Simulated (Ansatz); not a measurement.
Consider the following.

PbSe:
```
CELL_PARAMETERS angstrom
      0.00000     6.62146     3.08529
      3.08529     0.00000     3.08529
      3.08529     6.62146     0.00000
ATOMIC_POSITIONS crystal
  Pb 0.13361 0.84907 0.15093
  Pb 0.84907 0.13361 0.86639
  Se 0.63893 0.34438 0.65562
  Se 0.34438 0.63893 0.36107
```

This is the r²SCAN+D4-relaxed structure. Tensor components refer to the Cartesian frame of this cell.

Problem. All from DFT-r²SCAN+D4 in the program Ansatz with PAW potentials, unless another level is named. Predict the formation energy from the elements (no fitted shifts).

Solution. -0.59 eV/atom.

Problem. Give the band gap.

Solution. 0.84 eV (indirect).

Problem. And the valence-band maximum?

Solution. off the standard path, at k = (0.292, 0.000, -0.289) in fractions of the reciprocal vectors.

Space group I4/mmm. The workflow started from a Materials Project entry (that database holds measured and hypothetical structures alike); the Crystallography Open Database copy checked does not list it. It is not the phase usual at ambient conditions (space group No. 225). The r²SCAN+D4 relaxation kept the symmetry of its start; its stability against distortions is not shown here. The references are the lowest solids computed at this level, not always the standard phases. Spin–orbit coupling is left out wherever it is not named.

Potentials: the later of the program's two PAW sets.
